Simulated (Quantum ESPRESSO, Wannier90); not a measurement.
**Wannierisation of YSF (P4/nmm)**

Structure: Materials Project mp-10086, symmetrised, not relaxed again. Not found in the COD (Crystallography Open Database) copy used, which has the formula in other groups; not checked further. Computed values, not measurements, from PBEsol: Quantum ESPRESSO (norm-conserving PseudoDojo potentials, cutoff 68 Ry, spinors with spin-orbit coupling) on a Γ-centred 4×4×4 mesh, then Wannier90. Density: 8×8×6 mesh, Gaussian smearing 0.01 Ry.

On the energy scale of pw.x, whose zero is arbitrary, the valence-band maximum lies at 9.71 eV.

Isolated groups of bands, relative to the valence-band maximum (bands from 49 on overlap up to the last one computed):

```json
[
 {"bands": "1–4", "from (eV)": "-41.89", "to (eV)": "-41.85", "filling": "filled", "weight on atomic waves": "Y 4s 97 %"},
 {"bands": "5–8", "from (eV)": "-24.54", "to (eV)": "-23.40", "filling": "filled", "weight on atomic waves": "F 2s 73 %, Y 4p 18 %, Y 4d 5 %"},
 {"bands": "9–12", "from (eV)": "-22.85", "to (eV)": "-22.55", "filling": "filled", "weight on atomic waves": "Y 4p 89 %, F 2s 9 %"},
 {"bands": "13–20", "from (eV)": "-21.50", "to (eV)": "-21.01", "filling": "filled", "weight on atomic waves": "Y 4p 93 %, F 2s 5 %"},
 {"bands": "21–24", "from (eV)": "-12.19", "to (eV)": "-10.88", "filling": "filled", "weight on atomic waves": "S 3s 78 %, Y 4d 12 %, Y 5s 7 %"},
 {"bands": "25–36", "from (eV)": "-6.83", "to (eV)": "-4.32", "filling": "filled", "weight on atomic waves": "F 2p 87 %, Y 4d 7 %"},
 {"bands": "37–48", "from (eV)": "-3.67", "to (eV)": "0.00", "filling": "filled", "weight on atomic waves": "S 3p 75 %, Y 4d 15 %, F 2p 5 %"}
]
```

Input w.win:

```
num_bands = 76
num_wann = 44
exclude_bands = 1-24
spinors = true
num_iter = 1000
conv_tol = 1.0e-6
conv_window = 4
dis_num_iter = 1000
dis_conv_tol = 1.0e-6
dis_froz_max = 2.67
write_hr = true
write_u_matrices = true
begin projections
f=0.00410,0.49018,0.23159: d
f=0.49283,0.00563,-0.22191: d
f=-0.00231,0.51160,-0.35112: p
f=0.50357,0.01044,0.35848: p
f=-0.00492,0.01072,-0.00333: p
f=0.49359,0.51093,-0.00215: p
end projections
begin unit_cell_cart
ang
    3.7729900000    0.0000000000    0.0000000000
    0.0000000000    3.7729900000    0.0000000000
    0.0000000000    0.0000000000    6.8266700000
end unit_cell_cart
begin atoms_frac
Y    0.0000000000  0.5000000000  0.2272300000
Y    0.5000000000  0.0000000000 -0.2272300000
S    0.0000000000  0.5000000000 -0.3544300000
S    0.5000000000  0.0000000000  0.3544300000
F    0.0000000000  0.0000000000  0.0000000000
F    0.5000000000  0.5000000000  0.0000000000
end atoms_frac
mp_grid = 4 4 4
begin kpoints
0.0000000000 0.0000000000 0.0000000000
0.0000000000 0.0000000000 0.2500000000
0.0000000000 0.0000000000 0.5000000000
... (61 more lines: the 4x4x4 mesh through Gamma)
end kpoints
```

The run ends without an error message, but its bands miss those of pw.x by 912 meV rms and 2.12 eV at worst (states up to 2.2 eV relative to the valence-band maximum).

Problem. What is the mistake?

Solution. Window typed relative to the reference level, not as an absolute energy. With that mended (44 functions from bands 25-100 of the 100 computed, start hydrogen-like Y: d; S: p; F: p, centres 0.05 Å off the atoms, frozen window up to 2.67 eV relative to the valence-band maximum, outer window open) the misfit is 18 meV rms.
